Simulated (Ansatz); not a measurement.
SbPt (NiAs type, P6_3/mmc) at seven volumes, DFT-PBEsol in the program Ansatz with PAW potentials, shape and atoms relaxed at each. One row is withheld.

```json
[
 {"V (Å³/atom)": "18.755", "P (GPa)": "16.62"},
 {"V (Å³/atom)": "19.373", "P (GPa)": "10.07"},
 {"V (Å³/atom)": "19.991", "P (GPa)": "4.65"},
 {"V (Å³/atom)": "20.609", "P (GPa)": "0.01"},
 {"V (Å³/atom)": "21.228", "P (GPa)": "-3.86"},
 {"V (Å³/atom)": "21.846", "P (GPa)": "-7.05"},
 {"V (Å³/atom)": "22.464", "P (GPa)": "?"}
]
```

Q: Fit the shown pressures and predict the withheld one.

A: Third-order Birch–Murnaghan: P = (3/2)B₀(x^(7/2) − x^(5/2))[1 + (3/4)(B′ − 4)(x − 1)] with x = (V₀/V)^(2/3). Least squares on the six rows gives V₀ = 20.612 Å³/atom, B₀ = 139.9 GPa, B′ = 4.85. At V = 22.464, x = 0.9443 and P = -9.78 GPa. The run itself gave -9.71 GPa.

The workflow started from a Materials Project entry (that database holds measured and hypothetical structures alike); the Crystallography Open Database files this formula in space group No. 194, but the cells were not matched. Its standing as an ambient phase is unchecked. The PBEsol relaxation kept the symmetry of its start; its stability against distortions is not shown here. The run is not spin-polarised. Spin–orbit coupling is left out wherever it is not named.

Potentials: the later of the program's two PAW sets.
